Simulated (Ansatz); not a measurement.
Cu:
```
Cu
1.0
    0.00000     1.78833     1.78833
    1.78833     0.00000     1.78833
    1.78833     1.78833     0.00000
Cu
1
Direct
  0.00000   0.00000   0.00000
```

Relaxed with r²SCAN. Special points in fractions of this cell's reciprocal vectors: Γ (0.000, 0.000, 0.000); X (0.500, 0.000, 0.500); U (0.625, 0.250, 0.625); K (0.375, 0.375, 0.750); L (0.500, 0.500, 0.500); W (0.500, 0.250, 0.750).

**Question.** List the band energies nearest the Fermi level at these points for r²SCAN in the plane-wave PAW code Ansatz.

**Answer.** In eV from the Fermi level; about four levels below and three above (degenerate sets whole), none deeper than 8.9 eV; … stands for higher levels left out; points with the same levels are listed once.

| k | below | above |
|---|---|---|
| Γ | -3.18 -3.18 -3.18 -2.32 -2.32 | … |
| X | -4.71 -1.73 -1.53 -1.53 | 1.55 … |
| U | -4.34 -2.93 -2.18 -1.74 | 4.60 … |
| L | -3.23 -3.23 -1.69 -1.69 -1.16 | … |
| W | -3.76 -3.76 -2.36 -1.53 | … |

Space group Fm-3m (fcc (Cu type)). Symmetry was held in the r²SCAN relaxation. The run is not spin-polarised.

Potentials: the later of the program's two PAW sets.
